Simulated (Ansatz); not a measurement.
All-electron LAPW in Ansatz 0.2.0 under PBE, scalar-relativistic, energies extrapolated to zero smearing. Slabs are 1×1 cells cut from bulk crystals relaxed on PAW files, with atoms then relaxed, 16 to 20 Å of vacuum, a dipole correction, k spacings of 0.16 to 0.26 Å⁻¹ and smearing of 0.02 to 0.1 eV, without spin–orbit coupling or spin polarisation. The bulk type named needn't be the stable one, and no reconstruction is allowed.

```json
{"slab": "fcc Cu (110), 6 layers", "area (Å²)": "9.31", "γ (J/m²)": "1.59", "Φ (eV)": "4.44", "Δd12 (%)": "-10.6"}
{"slab": "fcc Cu (100), 6 layers", "area (Å²)": "6.59", "γ (J/m²)": "1.49", "Φ (eV)": "?", "Δd12 (%)": "?"}
{"slab": "fcc Cu (110), 5 layers", "area (Å²)": "9.31", "γ (J/m²)": "1.57", "Φ (eV)": "4.37", "Δd12 (%)": "-9.3"}
{"slab": "fcc Cu (100), 3 layers", "area (Å²)": "6.59", "γ (J/m²)": "1.50", "Φ (eV)": "4.62", "Δd12 (%)": "-2.6"}
{"slab": "fcc Cu (111), 1 layer", "area (Å²)": "5.70", "γ (J/m²)": "1.15", "Φ (eV)": "4.93", "Δd12 (%)": "–"}
{"slab": "fcc Cu (110), 4 layers", "area (Å²)": "9.31", "γ (J/m²)": "1.58", "Φ (eV)": "4.43", "Δd12 (%)": "-12.6"}
{"slab": "fcc Cu (100), 5 layers", "area (Å²)": "6.59", "γ (J/m²)": "1.49", "Φ (eV)": "4.47", "Δd12 (%)": "-3.4"}
```

Problem. Fill in "Φ (eV)" for the row "fcc Cu (100), 6 layers".

Solution. 4.51.

Problem. Give the missing entry: row "fcc Cu (100), 6 layers", column "Δd12 (%)".

Solution. -3.2.
